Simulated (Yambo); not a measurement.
SrMg2Bi2 (space group P-3m1, No. 164), G0W0@LDA (Yambo, plasmon pole, terminator in G, 3×3×2 mesh): gap Γ → Γ in eV by bands and screening block.

```json
[
 {"bands (W and G)": "60", "2 Ry": "___", "3 Ry": "___", "4 Ry": "1.25", "6 Ry": "1.28", "7 Ry": "1.28"},
 {"bands (W and G)": "90", "2 Ry": "1.06", "3 Ry": "1.16", "4 Ry": "1.20", "6 Ry": "1.24", "7 Ry": "1.24"},
 {"bands (W and G)": "130", "2 Ry": "1.03", "3 Ry": "___", "4 Ry": "1.19", "6 Ry": "1.24", "7 Ry": "1.25"},
 {"bands (W and G)": "181", "2 Ry": "1.01", "3 Ry": "1.13", "4 Ry": "1.18", "6 Ry": "1.25", "7 Ry": "1.25"},
 {"bands (W and G)": "233", "2 Ry": "1.01", "3 Ry": "1.12", "4 Ry": "1.18", "6 Ry": "1.25", "7 Ry": "1.26"}
]
```

Q: Estimate the withheld gaps from their neighbours; the computed values follow.

A: 
- 60, 2 Ry: 1.14
- 60, 3 Ry: 1.23
- 130, 3 Ry: 1.15

The largest settings aren't shown to be the converged limit.

The standard potential for Bi keeps a d shell in the valence without the s and p states of that shell. In tests on such compounds this moved G0W0 gaps by up to about 0.9 eV, so absolute quasiparticle energies here are unreliable; differences between settings are what counts.

Spin-orbit coupling is not included.

Geometry of the Materials Project entry, not relaxed at this level; primitive cell a = b = 4.830 Å, c = 7.983 Å, α = β = 90.00°, γ = 120.00°.

The structure is a Materials Project entry; no match was found in the copy of COD used, and its stability was not checked.
